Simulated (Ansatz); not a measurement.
InP:
```
InP
1.0
    7.17436     0.00000     0.00000
    0.00000     7.17436     0.00000
    0.00000     0.00000     4.16300
In P
4 4
Direct
  0.32181   0.67819   0.00000
  0.67819   0.32181   0.00000
  0.82181   0.82181   0.50000
  0.17819   0.17819   0.50000
  0.31929   0.31929   0.00000
  0.68071   0.68071   0.00000
  0.18071   0.81929   0.50000
  0.81929   0.18071   0.50000
```

Cartesian axes are those of the cell as given.

Task: Give the high-frequency dielectric tensor and the Born effective charge tensors of the independent atoms from DFPT, DFT-PBEsol in the program Ansatz with PAW potentials.

Result: 
ε∞:
```
10.5  0.00  0.00
0.00  10.5  0.00
0.00  0.00  10.3
```
Z* of atom 1 (In), rows: field, columns: displacement, in e:
```
 2.42  -0.57   0.00
-0.57   2.42   0.00
 0.00   0.00   2.27
```
Z* of atom 5 (P), rows: field, columns: displacement, in e:
```
-2.42  -0.36   0.00
-0.36  -2.42   0.00
 0.00   0.00  -2.27
```

Space group P4_2/mnm. The start of the workflow was typed in or built on a structure type; neither database checked (COD, Materials Project) lists it. It is not the phase usual at ambient conditions (space group No. 216). The PBEsol relaxation kept the symmetry of its start; its stability against distortions is not shown here. The volume moved by 20 % from the start of the relaxation. Spin–orbit coupling is left out wherever it is not named.

Potentials: the later of the program's two PAW sets.
